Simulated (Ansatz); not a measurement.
# W (bcc)

Level of theory: DFT, PBE, scalar-relativistic, no spin polarisation; plane waves to 420 eV with PAW datasets (Ansatz 0.2.0), 18×18×18 k-mesh, Gaussian smearing of 0.05 eV. The datasets are Ansatz's generated set soft_2.

```
W
1.0
    -1.59171    1.59171    1.59171
     1.59171   -1.59171    1.59171
     1.59171    1.59171   -1.59171
W
1
Direct
  0.00000 0.00000 0.00000
```

The cell is relaxed to zero pressure at this level.

Path: Γ–H–N–Γ–P–H | P–N, with Γ = (0.000, 0.000, 0.000), H = (0.500, -0.500, 0.500), N = (0.000, 0.000, 0.500), P = (0.250, 0.250, 0.250) in reciprocal vectors of the calculation's cell.

Q: Is it a metal or an insulator, and if it has a gap, where are the band edges on this path?

A: A metal: bands cross the Fermi level.

Levels between -5 and 3 eV from the Fermi level at the path's named points:
```tsv
point	below E_F (eV)	above E_F (eV)
Γ	-1.20 -1.20 -1.20	2.21 2.21
H		
N	-3.49	0.63 2.10
P	-2.92 -2.92 -2.92
```

No spin–orbit coupling, a notable omission for heavy elements.
